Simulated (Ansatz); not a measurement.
Relaxed candidate structures of La:

A. I4₁/amd, origin choice 1 (No. 141), tI4, AFLOW prototype A_tI4_141_a (A5, as in Sn); a = b = 6.1356 Å, c = 3.7245 Å, α = β = γ = 90.00°; La 4a (0.000, 0.000, 0.000)

B. P6/mmm (No. 191), hP3; a = b = 6.7430 Å, c = 3.2649 Å, α = β = 90.00°, γ = 120.00°; La 3g (0.500, 0.500, 0.500)

C. Pm-3m (No. 221), cP1, simple cubic type; a = 3.2921 Å, b = 3.2921 Å, c = 3.2921 Å, α = 90.00°, β = 90.00°, γ = 90.00°; La 1a (0.000, 0.000, 0.000)

D. Im-3m (No. 229), cI2, bcc (W type); a = b = c = 4.245 Å, α = β = γ = 90.00°; La 2a (0.000, 0.000, 0.000)

E. C2/c (No. 15), mS4; a = 6.516 Å, b = 3.732 Å, c = 6.449 Å, α = γ = 90.00°, β = 109.95°; La 4e (0.000, 0.213, 0.750)

### Question
Order them by energy per atom (lowest first) at the level r2SCAN (plane waves to 500 eV, PAW, scalar-relativistic; Ansatz, a first-principles code).

### Answer
E (reference), D (+0.11 eV/atom), A (+0.19 eV/atom), C (+0.45 eV/atom), B (+0.76 eV/atom)

The lowest structure calculated, Pbcm, oP8, is not among these; it lies 0.01 eV/atom below the lowest of them. 2 runs with a doubtful electronic state, a coarser numerical grid, an end not at rest or a source that can't be used are left out. Each run could gain symmetry but not lose that of its start, so entries can be saddle points. All of these are generated cells (placed on structure types, drawn at random, substituted or restacked) that were not matched to a known phase here. Energies are at zero temperature and pressure, without zero-point motion. No spin polarisation in the result. A magnetic state may lie lower.
